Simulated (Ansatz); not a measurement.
### Question
Name crystals whose computed values (r²SCAN (plane waves, PAW; program Ansatz)) fall in these windows: B₀ by P(V) fit (GPa) 170 to 220; highest Γ mode, no LO–TO term (cm⁻¹) 190 to 260.

### Answer


```json
[
 {"crystal": "AlPt, CsCl type", "B₀ by P(V) fit (GPa)": "204", "highest Γ mode, no LO–TO term (cm⁻¹)": "223"},
 {"crystal": "CuPt, R-3m (Cu on 3a, Pt on 3b)", "B₀ by P(V) fit (GPa)": "217", "highest Γ mode, no LO–TO term (cm⁻¹)": "238"},
 {"crystal": "TiNi, CsCl type", "B₀ by P(V) fit (GPa)": "173", "highest Γ mode, no LO–TO term (cm⁻¹)": "206"}
]
```
Others may fit too.

Standing as an ambient phase not checked: AlPt, CsCl type; CuPt, R-3m (Cu on 3a, Pt on 3b); TiNi, CsCl type. Perhaps ordered models of mixed-site phases: AlPt, CsCl type; CuPt, R-3m (Cu on 3a, Pt on 3b); TiNi, CsCl type. All cells were relaxed under the symmetry of their starts (and spin orders); stability against distortions was not tested throughout. Rows with no word on spin ran without spin polarisation. Spin–orbit coupling is left out wherever it is not named.

Potentials: the later of the program's two PAW sets.
